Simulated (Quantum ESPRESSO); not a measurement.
```xyz
2
Lattice="0.0000 2.8023 2.8023 2.8023 0.0000 2.8023 2.8023 2.8023 0.0000" Properties=species:S:1:pos:R:3 pbc="T T T"
Zn     0.0000     0.0000     0.0000
Se     1.4012     1.4012     1.4012
```

The PBEsol cell relaxed from Materials Project entry mp-1190 was given an isotropic strain of -0.5 % on all lattice vectors, and the atoms were relaxed again.

What does norm-conserving PBE (stringent potentials; Quantum ESPRESSO, 104 Ry, scalar-relativistic) give for the electronic structure near the Fermi level?

The PBE gap is direct, 1.43 eV at Γ. Spin-orbit splittings are left out.
